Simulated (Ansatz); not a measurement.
CdNi₃N (anti-perovskite, Pm-3m), a = 3.797 Å, b = 3.797 Å, c = 3.797 Å, α = 90.00°, β = 90.00°, γ = 90.00°.

Relaxed with PBEsol.

Tabulate the valence density and the electron localisation function along the shortest Cd–Ni contact (2.69 Å), PBEsol in the plane-wave PAW code Ansatz.



```tsv
distance from Cd (Å)	density (e/Å³)	ELF
0.27	19.59	0.81
0.40	13.41	0.68
0.54	7.87	0.55
0.67	3.97	0.45
0.81	1.79	0.36
0.94	0.82	0.26
1.07	0.46	0.20
1.21	0.31	0.18
1.34	0.26	0.20
1.48	0.27	0.20
1.61	0.33	0.18
1.75	0.49	0.18
1.88	0.98	0.21
2.01	2.38	0.26
2.15	6.09	0.33
2.28	15.13	0.43
2.42	31.77	0.56
```

The density is the valence pseudo-density with augmentation charge, so density and ELF within about 1 Å of a nucleus are not all-electron values.

The workflow started from an entry of the Crystallography Open Database (COD). Its standing as an ambient phase is unchecked. Symmetry was held in the PBEsol relaxation; its stability against distortions is not shown here. The workflow began spin-polarised and lost its moments.

Potentials: the later of the program's two PAW sets.
